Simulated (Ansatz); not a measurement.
K (simple cubic, space group No. 221) under volume change, DFT-r²SCAN in the program Ansatz with PAW potentials, scaled uniformly.

```tsv
V (Å³/atom)	E − E(relaxed) (meV/atom)	P (GPa)
72.322	(withheld)	(withheld)
74.706	2.7	0.19
77.091	0.7	0.09
79.475	0.0	0.00
81.859	(withheld)	(withheld)
84.243	2.2	-0.14
86.628	4.8	-0.20
```

Q: Some entries are withheld; supply them.

A: 
- 72.322, E − E(relaxed) (meV/atom): 6.5
- 72.322, P (GPa): 0.31
- 81.859, E − E(relaxed) (meV/atom): 0.6
- 81.859, P (GPa): -0.08

Q: What does a third-order Birch–Murnaghan fit give for V₀, B₀ and B′?

A: V₀ = 79.48 Å³/atom, B₀ = 2.8 GPa, B′ = 3.7.

Space group Pm-3m (simple cubic). The cell is a constructed one: a structure type filled with these elements; the Crystallography Open Database copy checked does not list it. It is not the phase usual at ambient conditions (space group No. 229). The r²SCAN relaxation kept the symmetry of its start. At this level the phase is mechanically unstable.

Potentials: the later of the program's two PAW sets.
